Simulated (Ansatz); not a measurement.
Geometry optimisation in Ansatz: input, command and trajectory.

```yaml
crystal:
  lattice:
    - [2.8136495836, 1.6244613445, 4.9470617765]
    - [-2.8136495836, 1.6244613445, 4.9470617765]
    - [0.0, -3.248922689, 4.9470617765]
  atoms:
    - { symbol: Li, position: [0.4985301919, 0.7257886534, 0.1198243775] }
    - { symbol: Li, position: [0.2320511628, 0.9308763942, 0.4904795863] }
    - { symbol: Li, position: [0.9308763942, 0.4904795863, 0.2320511628] }
    - { symbol: Li, position: [0.6512964254, 0.6512964254, 0.6512964254] }
    - { symbol: Li, position: [0.1198243775, 0.4985301919, 0.7257886534] }
    - { symbol: Li, position: [0.7257886534, 0.1198243775, 0.4985301919] }
    - { symbol: Li, position: [0.4904795863, 0.2320511628, 0.9308763942] }
    - { symbol: Nb, position: [0.0013361561, 0.0013361561, 0.0013361561] }
    - { symbol: O, position: [0.642803951, 0.8830035043, 0.2307123966] }
    - { symbol: O, position: [0.0715286842, 0.7986743812, 0.3740121352] }
    - { symbol: O, position: [0.7986743812, 0.3740121352, 0.0715286842] }
    - { symbol: O, position: [0.2307123966, 0.642803951, 0.8830035043] }
    - { symbol: O, position: [0.8830035043, 0.2307123966, 0.642803951] }
    - { symbol: O, position: [0.3740121352, 0.0715286842, 0.7986743812] }
basis:
  ecutwfc: 500
kpoints:
  mp_grid: { grid: [6, 6, 6] }
hamiltonian:
  xc: r2scan
scf:
  occupations: { method: gaussian, width: 0.02 }
output:
  forces: true
  stress: true
  eigenvalues: true
relax:
  adjacent_minimum: "off"
  f_tol: 0.01
  max_steps: 30
  cell: { stress_tol: 0.1, fix: [volume] }
```

```bash
ansatz run input.yaml --threads 4 --pin off --max-ram 10240MiB --backend cpu --events-out ev --progress --plain --runs-dir out
```

Theory: DFT r2SCAN, scalar-relativistic, plane waves, PAW (Ansatz).

The volume is held at 1.06 times that of the relaxed cell.

Of 6 frames 5 are shown, positions in Å and forces in eV/Å; the SCF threshold varies from step to step. Steps run on the plane waves of an earlier cell, with a Pulay correction in the pressure. The basis is chosen afresh for the last frame, the zero of the energies, and at times for earlier ones too; energy and pressure step there, also at an unchanged geometry.

```xyz
14
Lattice="2.8136 1.6245 4.9471 -2.8136 1.6245 4.9471 0.0000 -3.2489 4.9471" Properties=species:S:1:pos:R:3:forces:R:3 pbc="T T T" step=1 free_energy_over_end_meV_per_atom=0.89 pressure_GPa=-6.18
Li   -0.6394    1.5996    6.6496   -0.0074    0.0173   -0.0147
Li   -1.9662    0.2956    8.1795   -0.0057   -0.0352    0.0112
Li    1.2391    1.5550    8.1795   -0.0276    0.0226    0.0112
Li    0.0000    0.0000    9.6660    0.0000    0.0000   -0.0351
Li   -1.0655   -1.3535    6.6496   -0.0113   -0.0151   -0.0147
Li    1.7050   -0.2460    6.6496    0.0187   -0.0023   -0.0147
Li    0.7271   -1.8506    8.1795    0.0334    0.0126    0.0112
Nb    0.0000    0.0000    0.0198    0.0000    0.0000    0.1063
O    -0.6758    1.7290    8.6896    0.1124    0.2155    0.1398
O    -2.0459    0.1985    6.1552   -0.1461    0.2515   -0.1600
O     1.1949    1.6726    6.1552    0.2909    0.0007   -0.1600
O    -1.1595   -1.4498    8.6896   -0.2428   -0.0104    0.1398
O     1.8353   -0.2792    8.6896    0.1305   -0.2051    0.1398
O     0.8511   -1.8711    6.1552   -0.1448   -0.2523   -0.1600
14
Lattice="2.8135 1.6244 4.9475 -2.8135 1.6244 4.9475 0.0000 -3.2488 4.9475" Properties=species:S:1:pos:R:3:forces:R:3 pbc="T T T" step=2 free_energy_over_end_meV_per_atom=0.14 pressure_GPa=-5.31
Li   -0.6324    1.6029    6.6492   -0.0292    0.0199   -0.0198
Li   -1.9637    0.2994    8.1815   -0.0255   -0.0404    0.0112
Li    1.2412    1.5509    8.1815   -0.0223    0.0423    0.0112
Li    0.0000    0.0000    9.6599    0.0000    0.0000   -0.0284
Li   -1.0720   -1.3491    6.6492   -0.0026   -0.0352   -0.0198
Li    1.7043   -0.2538    6.6492    0.0318    0.0154   -0.0198
Li    0.7226   -1.8504    8.1815    0.0477   -0.0019    0.0112
Nb    0.0000    0.0000    0.0211    0.0000    0.0000    0.0509
O    -0.6709    1.7395    8.6935    0.0289   -0.0173    0.0228
O    -2.0508    0.2097    6.1543   -0.0061   -0.0013   -0.0217
O     1.2070    1.6712    6.1543    0.0019    0.0059   -0.0217
O    -1.1710   -1.4507    8.6935    0.0005    0.0337    0.0228
O     1.8419   -0.2888    8.6935   -0.0294   -0.0164    0.0228
O     0.8438   -1.8809    6.1543    0.0042   -0.0046   -0.0217
14
Lattice="2.8157 1.6256 4.9399 -2.8157 1.6256 4.9399 0.0000 -3.2513 4.9399" Properties=species:S:1:pos:R:3:forces:R:3 pbc="T T T" step=3 free_energy_over_end_meV_per_atom=0.05 pressure_GPa=-5.24
Li   -0.6354    1.6060    6.6363   -0.0099    0.0042   -0.0090
Li   -1.9674    0.2962    8.1711   -0.0135   -0.0227    0.0056
Li    1.2403    1.5557    8.1711   -0.0129    0.0231    0.0056
Li    0.0000    0.0000    9.6421    0.0000    0.0000   -0.0282
Li   -1.0732   -1.3533    6.6363    0.0013   -0.0106   -0.0090
Li    1.7085   -0.2528    6.6363    0.0085    0.0065   -0.0090
Li    0.7271   -1.8519    8.1711    0.0264   -0.0004    0.0056
Nb    0.0000    0.0000    0.0228    0.0000    0.0000    0.0253
O    -0.6701    1.7397    8.6830    0.0155   -0.0070   -0.0108
O    -2.0517    0.2088    6.1429   -0.0075    0.0074    0.0150
O     1.2067    1.6725    6.1429    0.0102    0.0028    0.0150
O    -1.1716   -1.4501    8.6830   -0.0017    0.0169   -0.0108
O     1.8416   -0.2895    8.6830   -0.0138   -0.0100   -0.0108
O     0.8451   -1.8812    6.1429   -0.0027   -0.0102    0.0150
14
Lattice="2.8162 1.6259 4.9383 -2.8162 1.6259 4.9383 0.0000 -3.2518 4.9383" Properties=species:S:1:pos:R:3:forces:R:3 pbc="T T T" step=4 free_energy_over_end_meV_per_atom=0.04 pressure_GPa=-5.24
Li   -0.6336    1.6050    6.6339   -0.0020    0.0060    0.0001
Li   -1.9788    0.2944    8.1697    0.0214   -0.0171   -0.0089
Li    1.2444    1.5665    8.1697   -0.0255   -0.0099   -0.0089
Li    0.0000    0.0000    9.6142    0.0000    0.0000    0.0004
Li   -1.0732   -1.3512    6.6339   -0.0042   -0.0048    0.0001
Li    1.7068   -0.2538    6.6339    0.0062   -0.0012    0.0001
Li    0.7344   -1.8609    8.1697    0.0042    0.0271   -0.0089
Nb    0.0000    0.0000    0.0277    0.0000    0.0000    0.0300
O    -0.6633    1.7351    8.6797   -0.0121    0.0453    0.0231
O    -2.0525    0.2114    6.1467   -0.0046    0.0235   -0.0244
O     1.2093    1.6718    6.1467    0.0227   -0.0078   -0.0244
O    -1.1710   -1.4419    8.6797   -0.0332   -0.0332    0.0231
O     1.8343   -0.2931    8.6797    0.0453   -0.0121    0.0231
O     0.8432   -1.8832    6.1467   -0.0181   -0.0157   -0.0244
14
Lattice="2.8164 1.6261 4.9374 -2.8164 1.6261 4.9374 0.0000 -3.2521 4.9374" Properties=species:S:1:pos:R:3:forces:R:3 pbc="T T T" step=6 free_energy_over_end_meV_per_atom=0.00 pressure_GPa=-5.14
Li   -0.6346    1.6077    6.6339   -0.0049   -0.0002   -0.0084
Li   -1.9746    0.2899    8.1654   -0.0027    0.0086    0.0078
Li    1.2384    1.5651    8.1654    0.0088   -0.0020    0.0078
Li    0.0000    0.0000    9.6122    0.0000    0.0000    0.0083
Li   -1.0750   -1.3535    6.6339    0.0026   -0.0041   -0.0084
Li    1.7096   -0.2543    6.6339    0.0023    0.0043   -0.0084
Li    0.7362   -1.8550    8.1654   -0.0061   -0.0066    0.0078
Nb    0.0000    0.0000    0.0296    0.0000    0.0000   -0.0013
O    -0.6671    1.7393    8.6796    0.0065   -0.0061    0.0021
O    -2.0507    0.2121    6.1454   -0.0067    0.0004   -0.0038
O     1.2090    1.6699    6.1454    0.0037    0.0056   -0.0038
O    -1.1727   -1.4474    8.6796    0.0020    0.0087    0.0021
O     1.8398   -0.2919    8.6796   -0.0085   -0.0026    0.0021
O     0.8417   -1.8820    6.1454    0.0030   -0.0060   -0.0038
```

The run took 2.3 min on 4 threads of Intel(R) Xeon(R) Processor @ 2.50GHz (Skylake/Cascade Lake), with other jobs on the host, peak memory 0.95 GiB.